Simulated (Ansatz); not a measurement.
Mo2N (anti-anatase, I4_1/amd) at seven volumes, PBEsol (plane waves, PAW; program Ansatz), shape and atoms relaxed at each. One row is withheld.

```
V (Å³/atom)  P (GPa)
-----------  -------
10.706         36.97
11.059         22.56
11.412         10.34
11.765          0.00
12.118             ?
12.471        -15.88
12.824        -21.87
```

Fit the shown pressures and predict the withheld one.

Third-order Birch–Murnaghan: P = (3/2)B₀(x^(7/2) − x^(5/2))[1 + (3/4)(B′ − 4)(x − 1)] with x = (V₀/V)^(2/3). Least squares on the six rows gives V₀ = 11.767 Å³/atom, B₀ = 312.6 GPa, B′ = 4.76. At V = 12.118, x = 0.9806 and P = -8.57 GPa. The run itself gave -8.69 GPa.

The workflow started from a Materials Project entry (that database holds measured and hypothetical structures alike); the Crystallography Open Database files this formula in space group No. 141, but the cells were not matched. Its standing as an ambient phase is unchecked. Symmetry was held in the PBEsol relaxation; phonons show weakly imaginary modes. The run is not spin-polarised.

Potentials: the earlier of the program's two PAW sets. The files were generated under PBE; for other functionals the program regenerates the frozen cores, and for LDA and PBEsol the local potential too.
